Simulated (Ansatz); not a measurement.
Input file for Ansatz (a program for electronic structure):

Ansatz 0.2 input:
```yaml
crystal:
  lattice:
    - [1.5914514049, 0.918824897, 7.7122210372]
    - [-1.5914514049, 0.918824897, 7.7122210372]
    - [0.0, -1.8376497941, 7.7122210372]
  atoms:
    - { symbol: Mg, position: [0.0, 0.0, 0.0] }
    - { symbol: Mg, position: [0.2220409966, 0.2220409966, 0.2220409966] }
    - { symbol: Mg, position: [0.7779590034, 0.7779590034, 0.7779590034] }
kpoints:
  mp_grid: { grid: [21, 21, 21] }
hamiltonian:
  xc: pbesol
  pseudopotentials: { kind: paw }
scf:
  occupations: { method: fermi_dirac, width: 0.1 }
elastic: { mode: relaxed_ion, stencil: two_point, amplitude: 0.005, f_tol: 0.0005 }
```

Output (shortened):

```
Pseudopotential: Mg, paw, valence charge 10
Functional definition: PBEsol
Crystal: 3 atoms, lattice volume = 67.664 Å³
Basis set: ecut = 420 eV, 1321 PW (Γ), exchange–correlation on 108×108×108 points (8 copies of the dense FFT grid, shifted against one another)
Bands: 19, of which v1, the nominal top of the filled ones, is band 15 counted from 1 (14 counted from 0)
Symmetry: 12 space group operations
Space group: R-3m (ITA 166), of the structure as read, at distance tolerance 4.1e-5 Å
k-points: 891 of 9261
the search or the solves at the SCF's close seem to have found levels that the self-consistency loop had missed (the run counts 1) …
SCF 1 converged in 10 iterations: F = -5736.165113 eV  dr2 = 3.12e-14
relax step   1: F+E_penalty+E_count = -5736.16511276 eV  Δ(F+E_penalty+E_count) = +0.000e0 eV  max|allowed force component| = 6.150e-4 eV/Å  Δτ_max = 0.0000 Å  (10 SCF iters, accepted)
Crystal: 3 atoms, lattice volume = 67.664 Å³
SCF 2 converged in 9 iterations: F = -5736.165113 eV  dr2 = 3.07e-14
relax step   2: F+E_penalty+E_count = -5736.16511284 eV  Δ(F+E_penalty+E_count) = -8.438e-8 eV  max|allowed force component| = 5.067e-5 eV/Å  Δτ_max = 0.0001 Å  (9 SCF iters, accepted)
Crystal: 3 atoms, lattice volume = 67.664 Å³
SCF 3 converged in 9 iterations: F = -5736.165113 eV  dr2 = 3.07e-14
Crystal: 3 atoms, lattice volume = 67.326 Å³
Basis set: ecut = 420 eV, 1301 PW (Γ), exchange–correlation on 108×108×108 points (8 copies of the dense FFT grid, shifted against one another)
Symmetry: 4 space group operations
k-points: 2431 of 9261
SCF 4 converged in 10 iterations: F = -5736.164869 eV  dr2 = 2.48e-14
relax step   1: F+E_penalty+E_count = -5736.16486898 eV  Δ(F+E_penalty+E_count) = +0.000e0 eV  max|allowed force component| = 4.475e-3 eV/Å  Δτ_max = 0.0000 Å  (10 SCF iters, accepted)
Crystal: 3 atoms, lattice volume = 67.326 Å³
SCF 5 converged in 7 iterations: F = -5736.164885 eV  dr2 = 3.33e-14
relax step   2: F+E_penalty+E_count = -5736.16488511 eV  Δ(F+E_penalty+E_count) = -1.614e-5 eV  max|allowed force component| = 1.434e-3 eV/Å  Δτ_max = 0.0027 Å  (7 SCF iters, accepted)
Crystal: 3 atoms, lattice volume = 67.326 Å³
SCF 6 converged in 7 iterations: F = -5736.164887 eV  dr2 = 3.15e-14
relax step   3: F+E_penalty+E_count = -5736.16488695 eV  Δ(F+E_penalty+E_count) = -1.834e-6 eV  max|allowed force component| = 1.016e-5 eV/Å  Δτ_max = 0.0013 Å  (7 SCF iters, accepted)
Crystal: 3 atoms, lattice volume = 67.326 Å³
SCF 7 converged in 9 iterations: F = -5736.164887 eV  dr2 = 2.55e-14
Crystal: 3 atoms, lattice volume = 68.002 Å³
Basis set: ecut = 420 eV, 1325 PW (Γ), exchange–correlation on 108×108×108 points (8 copies of the dense FFT grid, shifted against one another)
SCF 8 converged in 10 iterations: F = -5736.164611 eV  dr2 = 2.03e-14
relax step   1: F+E_penalty+E_count = -5736.16461128 eV  Δ(F+E_penalty+E_count) = +0.000e0 eV  max|allowed force component| = 4.414e-3 eV/Å  Δτ_max = 0.0000 Å  (10 SCF iters, accepted)
Crystal: 3 atoms, lattice volume = 68.002 Å³
SCF 9 converged in 7 iterations: F = -5736.164629 eV  dr2 = 7.70e-14
relax step   2: F+E_penalty+E_count = -5736.16462894 eV  Δ(F+E_penalty+E_count) = -1.766e-5 eV  max|allowed force component| = 8.690e-5 eV/Å  Δτ_max = 0.0039 Å  (7 SCF iters, accepted)
Crystal: 3 atoms, lattice volume = 68.002 Å³
SCF 10 converged in 9 iterations: F = -5736.164629 eV  dr2 = 3.30e-14
Crystal: 3 atoms, lattice volume = 67.326 Å³
SCF 11 converged in 10 iterations: F = -5736.164192 eV  dr2 = 2.07e-14
relax step   1: F+E_penalty+E_count = -5736.16419183 eV  Δ(F+E_penalty+E_count) = +0.000e0 eV  max|allowed force component| = 9.381e-5 eV/Å  Δτ_max = 0.0000 Å  (10 SCF iters, accepted)
Crystal: 3 atoms, lattice volume = 67.326 Å³
SCF 12 converged in 9 iterations: F = -5736.164192 eV  dr2 = 4.05e-14
Crystal: 3 atoms, lattice volume = 68.002 Å³
Basis set: ecut = 420 eV, 1339 PW (Γ), exchange–correlation on 108×108×108 points (8 copies of the dense FFT grid, shifted against one another)
SCF 13 converged in 10 iterations: F = -5736.165268 eV  dr2 = 1.44e-14
relax step   1: F+E_penalty+E_count = -5736.16526771 eV  Δ(F+E_penalty+E_count) = +0.000e0 eV  max|allowed force component| = 2.225e-5 eV/Å  Δτ_max = 0.0000 Å  (10 SCF iters, accepted)
Crystal: 3 atoms, lattice volume = 68.002 Å³
SCF 14 converged in 9 iterations: F = -5736.165268 eV  dr2 = 3.47e-14
Crystal: 3 atoms, lattice volume = 67.663 Å³
SCF 15 converged in 9 iterations: F = -5736.165009 eV  dr2 = 2.71e-14
relax step   1: F+E_penalty+E_count = -5736.16500886 eV  Δ(F+E_penalty+E_count) = +0.000e0 eV  max|allowed force component| = 9.016e-4 eV/Å  Δτ_max = 0.0000 Å  (9 SCF iters, accepted)
Crystal: 3 atoms, lattice volume = 67.663 Å³
SCF 16 converged in 7 iterations: F = -5736.165010 eV  dr2 = 1.59e-14
relax step   2: F+E_penalty+E_count = -5736.16500951 eV  Δ(F+E_penalty+E_count) = -6.523e-7 eV  max|allowed force component| = 2.918e-4 eV/Å  Δτ_max = 0.0005 Å  (7 SCF iters, accepted)
Crystal: 3 atoms, lattice volume = 67.663 Å³
SCF 17 converged in 9 iterations: F = -5736.165010 eV  dr2 = 3.09e-14
Crystal: 3 atoms, lattice volume = 67.663 Å³
SCF 18 converged in 9 iterations: F = -5736.165009 eV  dr2 = 2.67e-14
relax step   1: F+E_penalty+E_count = -5736.16500886 eV  Δ(F+E_penalty+E_count) = +0.000e0 eV  max|allowed force component| = 6.446e-4 eV/Å  Δτ_max = 0.0000 Å  (9 SCF iters, accepted)
Crystal: 3 atoms, lattice volume = 67.663 Å³
SCF 19 converged in 7 iterations: F = -5736.165009 eV  dr2 = 1.55e-14
relax step   2: F+E_penalty+E_count = -5736.16500923 eV  Δ(F+E_penalty+E_count) = -3.780e-7 eV  max|allowed force component| = 4.879e-5 eV/Å  Δτ_max = 0.0006 Å  (7 SCF iters, accepted)
Crystal: 3 atoms, lattice volume = 67.663 Å³
SCF 20 converged in 9 iterations: F = -5736.165009 eV  dr2 = 3.11e-14
SCF converged after 9 iterations
Stability not checked: this state was not tested for a lower state beside it, because too few of the mixer's solves of this state at the end of the SCF gave a …
Free energy (F): -5736.165113 eV
Harris-Foulkes:  -5736.165113 eV  (|F-HF|=0.00e0)
Internal energy: -5736.126083 eV  (E = F + TS)
E sigma→0 (E₀):  -5736.145598 eV
Entropy (-TS):   -0.039030 eV (-13.010 meV/atom)
Fermi energy:    5.750152 eV
--- Per-component energies (eV) ---
  E_band       = -1063.867323
  E_kinetic    = 224.913400
  E_local      = -4840.502045  (includes V_loc(G=0)·N_el)
  E_nonlocal   = 289.129037
  E_hartree    = 1726.395005
  E_xc         = -84.522522
  E_vxc        = -109.585808  (∫ρ·V_xc dr)
  E_paw        = -843.803954  (= ΣΔE_a)
  E_vpaw       = -80.611905  (= ΣTr[D̂ρ^β])
  E_aug_tail   = -0.000007  (compensation charges beyond the density's cutoff)
  E_ewald      = -2207.911582
  E_core_change = 0.176587  (= ΣΔE_core)
  E_smearing   = -0.039030  (= −TS)
  E_closure    = 0.000000  (closes the sum)
  Σ components = -5736.165113   (vs F -5736.165113, Δ=0.00e0)
--- Forces (eV/Å), atoms counted from 1 ---
  atom   1  Mg     0.00000000     0.00000000     0.00000000
  atom   2  Mg     0.00000000     0.00000000    -0.00005071
  atom   3  Mg     0.00000000     0.00000000     0.00005071
  max |Σ_I F_I| component: 0.0 eV/Å
--- Stress (GPa, compression-positive) ---
       -0.063657       0.000000       0.000000
        0.000000      -0.063657       0.000000
        0.000000       0.000000       0.252616
  P = ⅓ Tr σ = 0.0418 GPa (0.418 kbar)
--- Band table (eV; the first three rows and the last of 891) ---
  k-point 0: bands = ["-69.8724", "-69.8704", "-69.8662", "-36.8242", "-36.8205", "-36.8008", "-36.8008", "-36.7988", "-36.7988", "-36.7950", "-36.7936", "-36.7936", "-1.2536", "1.2487", "1.2591", "8.4628", "8.4652", "16.9405", "16.9405"]
  k-point 1: bands = ["-69.8723", "-69.8704", "-69.8661", "-36.8242", "-36.8204", "-36.8013", "-36.8010", "-36.7993", "-36.7990", "-36.7951", "-36.7942", "-36.7937", "-1.2078", "1.2198", "1.3768", "8.3562", "8.6511", "15.7706", "16.2944"]
  k-point 2: bands = ["-69.8722", "-69.8703", "-69.8660", "-36.8240", "-36.8200", "-36.8027", "-36.8015", "-36.8008", "-36.7994", "-36.7959", "-36.7953", "-36.7941", "-1.0705", "1.2748", "1.5879", "8.3273", "8.9159", "14.2965", "15.1185"]
  k-point 890: bands = ["-69.8721", "-69.8707", "-69.8660", "-36.8312", "-36.8060", "-36.8028", "-36.8018", "-36.8015", "-36.7982", "-36.7981", "-36.7944", "-36.7940", "-0.5961", "-0.5530", "4.1035", "4.6092", "13.5003", "13.6708", "15.6813"]
--- Elastic constants: 3 strain directions × 2 members + reference (group order 12) ---
  dense FFT box of the reference and of every strained cell: 54×54×54
  strains applied: 11, 33, 23; error gains …
  reference relaxed by the batch: 2 steps …
  largest displacement 1.5e-4 Å; the constants are those of the deck's cell at these positions:
  atoms:
    - { symbol: Mg, position: [0.0, 0.0, 0.0] }
    - { symbol: Mg, position: [0.2220474606407012, 0.2220474606407012, 0.22204746064070122] }
    - { symbol: Mg, position: [0.7779525393592988, 0.7779525393592988, 0.7779525393592988] }
  C = ∂σ_k/∂η_j (tension-positive GPa; Voigt order 11 22 33 23 13 12):
        67.223     23.951     19.861      0.829      0.000      0.000
        23.951     67.223     19.861     -0.829      0.000      0.000
        20.197     20.197     72.580      0.000      0.000      0.000
         0.827     -0.827      0.000     19.565      0.000      0.000
         0.000      0.000      0.000      0.000     19.565      0.827
         0.000      0.000      0.000      0.000      0.829     21.636
  reference stress σ⁰ (GPa):      0.064      0.064     -0.253      0.000      0.000      0.000
  moduli (Voigt/Reuss/Hill, GPa): K = 37.23/37.22/37.23   G = 21.69/21.42/21.56   E = 54.20   ν = 0.257
  mechanically stable: yes (min eigenvalue of sym C = 19.27 GPa)
  strain η (Voigt 11):  stress-route row diagonal C_11 = 67.22 GPa, energy-path curvature d²(F+E_count+ΔE)/dδ²/Ω₀ = 67.23 GPa
         δ    σ_11 (GPa)             F (eV)   n_scf  n_hpsi   n_pw
    -5.000e-3      -0.2804       -5736.1648869       9  855781   1335   relax 3 steps, max|allowed force component| 1.02e-5 eV/Å
     5.000e-3       0.3919       -5736.1646289       9  854815   1352   relax 2 steps, max|allowed force component| 8.69e-5 eV/Å
  strain η (Voigt 33):  stress-route row diagonal C_33 = 72.58 GPa, energy-path curvature d²(F+E_count+ΔE)/dδ²/Ω₀ = 72.57 GPa
         δ    σ_33 (GPa)             F (eV)   n_scf  n_hpsi   n_pw
    -5.000e-3      -0.6222       -5736.1641918       9  312183   1337   relax 1 steps, max|allowed force component| 9.38e-5 eV/Å
     5.000e-3       0.1036       -5736.1652677       9  313627   1352   relax 1 steps, max|allowed force component| 2.22e-5 eV/Å
  strain η (Voigt 23):  stress-route row diagonal C_44 = 19.57 GPa, energy-path curvature d²(F+E_count+ΔE)/dδ²/Ω₀ = 19.61 GPa
         δ    σ_23 (GPa)             F (eV)   n_scf  n_hpsi   n_pw
    -5.000e-3      -0.0976       -5736.1650095       9  856276   1342   relax 2 steps, max|allowed force component| 2.92e-4 eV/Å
     5.000e-3       0.0981       -5736.1650092       9  856209   1342   relax 2 steps, max|allowed force component| 4.88e-5 eV/Å
```

Cost: very roughly 40 core-minutes on shared cores.

The workflow started from a Materials Project entry (that database holds measured and hypothetical structures alike); the Crystallography Open Database copy checked does not list it. It is not the phase usual at ambient conditions (space group No. 194). The cell was relaxed with PBEsol under the symmetry of its start; of distortions, only those at the zone centre were tested. As this level gives no gap, shear constants depend on the k-mesh and smearing (Fermi–Dirac, 0.1 eV here). Axis ratios of metals converge slowly with the k-mesh, so a and c are less sure than the volume.

Potentials: the later of the program's two PAW sets.

Ansatz is a plane-wave DFT program.
